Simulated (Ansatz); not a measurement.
# La2PBr2: Cl on a Br site

Level of theory: PBEsol, no spin polarisation, scalar-relativistic; Ansatz, plane waves to 420 eV (PAW set soft_2), k-mesh 3×3×2 shifted by half a step.

The relaxed host crystal (no gap at this level of theory):

```xyz
5
Lattice="4.2087 0.0000 0.0000 -2.1044 3.6449 0.0000 0.0000 0.0000 10.2276" Properties=species:S:1:pos:R:3 pbc="T T T"
Br    2.1044    1.2150    6.7565
Br    0.0000    2.4299    3.4711
La    0.0000    2.4299    8.6015
La    2.1044    1.2150    1.6261
P     0.0000    0.0000    0.0000
```

Supercell of 20 atoms, rows of the matrix [[2,2,0],[0,-2,0],[0,0,-1]] times the cell vectors; Cl on a Br site at (0.667, 0.333, 0.661) in fractions of the cell above. Atoms are relaxed at the host's cell. The cell loses 1 of its 8 Br, so this is a heavily doped crystal.

Distances from the Cl atom (Å), by shell of the perfect crystal:

```
shell  perfect crystal  relaxed, charge 0
 3 La             3.05               2.91
```

```json
{"charge": "0", "gap of the cell on the mesh (eV)": "0.00"}
```

Formation energy of the neutral defect: -0.56 eV, taking atoms from and to the elements' standard states (no corrections for gases), so it belongs to those chemical potentials alone.

The negative sign shows that Cl binds the host's other elements more strongly than Br does.

Caveats: small supercell, so energies and levels can be off by tenths of an eV; the atoms kept the symmetry of the start, so a distorted state could lie lower.
